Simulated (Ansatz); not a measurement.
Question: ZrN (rock salt, Fm-3m) is relaxed with PBEsol (plane waves, PAW; program Ansatz). What lattice parameters of the conventional cell result?

Answer: a = 4.553 Å.

Question: Is it a metal or does it have a gap at this level?

Answer: No gap at this level.

The PBEsol relaxation kept the symmetry of its start. The run is not spin-polarised. With an odd number of electrons in the cell and no spin polarisation, the count alone makes it a metal. Spin–orbit coupling is left out wherever it is not named.

Potentials: the earlier of the program's two PAW sets. The files were generated under PBE; for other functionals the program regenerates the frozen cores, and for LDA and PBEsol the local potential too.
